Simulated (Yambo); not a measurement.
Yambo run on NH$_{4}$Br (space group P-43m, No. 215). The wavefunctions are norm-conserving LDA (Quantum ESPRESSO, 84 Ry, scalar-relativistic) ones on a 4×4×4 mesh (8 occupied bands); a = 4.000 Å, b = 4.000 Å, c = 4.000 Å, α = 90.00°, β = 90.00°, γ = 90.00°.

Yambo input:

```
rim_cut
gw0
dyson
el_el_corr
HF_and_locXC
ppa
em1d
RandQpts= 1000000
RandGvec= 1 Ry
EXXRLvcs= 84 Ry
VXCRLvcs= 336 Ry
Chimod= "HARTREE"
% BndsRnXp
 1 | 73 |
%
NGsBlkXp= 10 Ry
% LongDrXp
 1.0 | 1.0 | 1.0 |
%
PPAPntXp= 27.2114 eV
% GbndRnge
 1 | 73 |
%
GTermKind= "BG"
DysSolver= "n"
ExtendOut
% QPkrange
 1 | 1 | 8 | 9 |
 6 | 6 | 8 | 8 |
%
```

k points by index: 1 = Γ, 6 = M.

The o-*.qp file then holds:

```
#    K-point    Band    Eo [eV]    E [eV]    E-Eo [eV]    Vxc [eV]    Vnlxc [eV]    Sc|Eo [eV]    Sc|E [eV]    dSc/dw|Eo [eV]    Re(Z)    Im(Z)
#
    1    8    -0.079208    -1.574726    -1.495518    -13.02157    -16.71423    1.861887    2.197141    -6.099599    0.816887    -0.001253
    1    9    3.938939    4.985639    1.046700    -9.595551    -5.123850    -3.241933    -3.425001    -4.758816    0.851147    -0.001013
    6    8    0.000000    -1.504171    -1.504171    -12.86805    -16.56342    1.853632    2.191193    -6.106253    0.816724    -0.001255
```
(The two width columns are left out.) Convergence of these settings isn't established.

Spin-orbit coupling is not included.

Geometry of the Materials Project entry, not relaxed at this level.
